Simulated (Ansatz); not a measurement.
# 5 guesses for GaO3 and where they end

All numbers below come from DFT PBE, scalar-relativistic, plane waves, PAW in Ansatz 0.2.0. All cells share a 420 eV cutoff and Γ-centred k meshes spaced at most about 0.3 Å⁻¹ (about 0.25 or finer for metals, 2π included). Collinear spin in cells that started with moments and kept them past the coarse steps, no spin elsewhere.

Each guess was relaxed in cell and atoms at zero pressure, within the symmetry of its start. These are static total energies at zero pressure. Coordination counts O atoms around Ga (those within 1.25 times the shortest such distance or 1.15 times the sum of covalent radii, 1.27 where that leaves under three; a plus sign parts nearer from farther groups; the shortest distance is added where it exceeds 1.18 times the sum of covalent radii).

| guess | made from | start group | V start (Å³/atom) | end group | V end (Å³/atom) | coordination at the end | gap on mesh (eV) | largest moment (μB) | E over the lowest end (meV/atom) |
| --- | --- | --- | --- | --- | --- | --- | --- | --- | --- |
| 1 | Rb3Na type | Fm-3m | 15.2 | ? | ? | ? | ? | ? | ? |
| 2 | random cell | Im-3m | 13.5 | Im-3m | 9.0 | Ga 6 | 0 | - | 60 |
| 3 | ScF3 type | Pm-3m | 13.9 | Pm-3m (ReO3) | 14.8 | Ga 6 | 0 | 0.9 | 0 |
| 4 | Ni3Sn type | Pm-3m | 10.2 | Pm-3m | 9.3 | Ga 12 from 2.4 Å | 0 | 1.0 | 659 |
| 5 | Tl3Bi type | P-6m2 | 11.1 | P-6m2 | 12.2 | Ga 6 | 0 | 2.0 | 169 |

Guess 1 as it starts:

```
Ga O
1.0
     0.00000    3.12415    3.12415
     3.12415    0.00000    3.12415
     3.12415    3.12415    0.00000
Ga O
1 3
Direct
  0.00000 0.00000 0.00000
  0.25000 0.25000 0.25000
  0.75000 0.75000 0.75000
  0.50000 0.50000 0.50000
```

Task: Fill in the missing row: what does this guess relax into, and where does it rank?

Result: It ends in the BiF3 (D0_3) type, space group Fm-3m (No. 225), with a = 5.254 Å, 9.1 Å³/atom and no gap, with moments up to 1.6 μB. It lies 0.47 eV/atom over the lowest end, above guess 5 and below guess 4. Counting O atoms around Ga, this end has Ga 8+6 from 2.3 Å and the lowest (guess 3) has Ga 6.

```cif
data_structure
_symmetry_space_group_name_H-M 'Fm-3m'
_symmetry_Int_Tables_number 225
_cell_length_a 5.2536
_cell_length_b 5.2536
_cell_length_c 5.2536
_cell_angle_alpha 90.000
_cell_angle_beta 90.000
_cell_angle_gamma 90.000
_cell_volume 145.00
loop_
_atom_site_label
_atom_site_type_symbol
_atom_site_symmetry_multiplicity
_atom_site_Wyckoff_symbol
_atom_site_fract_x
_atom_site_fract_y
_atom_site_fract_z
_atom_site_occupancy
Ga1 Ga 4 a 0.00000 0.00000 0.00000 1
O1 O 8 c 0.25000 0.75000 0.75000 1
O2 O 4 b 0.50000 0.00000 0.00000 1
```

Formation energies are uncorrected and refer to the elements' standard structures at the same level (O₂ as a molecule).

Task: Is the lowest end bound against the elements?

Result: Yes: its formation energy is −0.12 eV/atom. Whether it is stable depends on the other phases of the system, which aren't compared here.

Weakly bound directions are ill-defined at this level, which has no dispersion term (P-6m2), and this can change margins and order among such cells. In Im-3m an odd number of electrons in the primitive cell allows no gap without spin; a larger cell or a magnetic state could open one. Another magnetic order may lie lower. Cells relaxed within their symmetry can be saddle points. A lower structure may well exist outside this small set. Some structure types and database cells were kept out of the candidates from the start, so a known form may be missing.
